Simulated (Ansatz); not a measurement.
YTe:
```xyz
2
Lattice="0.0000 3.0824 3.0824 3.0824 0.0000 3.0824 3.0824 3.0824 0.0000" Properties=species:S:1:pos:R:3 pbc="T T T"
Y      3.0824     3.0824     3.0824
Te     0.0000     0.0000     0.0000
```

Relaxed with r²SCAN. Special points in fractions of this cell's reciprocal vectors: Γ (0.000, 0.000, 0.000); X (0.500, 0.000, 0.500); U (0.625, 0.250, 0.625); K (0.375, 0.375, 0.750); L (0.500, 0.500, 0.500); W (0.500, 0.250, 0.750).

### Question
List the band energies nearest the Fermi level at these points for the program Ansatz at the r²SCAN with spin–orbit coupling level (PAW).

### Answer
In eV from the Fermi level; about four levels below and three above (degenerate sets whole), none deeper than 8.9 eV; points with the same levels are listed once.

| k | below | above |
|---|---|---|
| Γ | -0.29 -0.29 -0.29 -0.29 -0.24 -0.24 | 0.31 0.31 0.31 0.31 |
| X | -3.56 -3.56 -1.90 -1.90 | 1.22 1.22 1.62 1.62 |
| U | -4.19 -4.19 -0.48 -0.48 | 2.04 2.04 2.18 2.18 |
| L | -4.73 -4.73 -4.35 -4.35 | 1.66 1.66 1.76 1.76 |
| W | -4.94 -4.94 -4.82 -4.82 | 0.72 0.72 0.83 0.83 |

Space group Fm-3m (rock salt). The workflow started from an entry of the Crystallography Open Database (COD). Whether it is the stable phase at ambient conditions was not checked. The cell was relaxed with r²SCAN under the symmetry of its start; its stability against distortions is not shown here. The run is not spin-polarised. With an odd number of electrons in the cell and no spin polarisation, the count alone makes it a metal.

Potentials: the later of the program's two PAW sets.
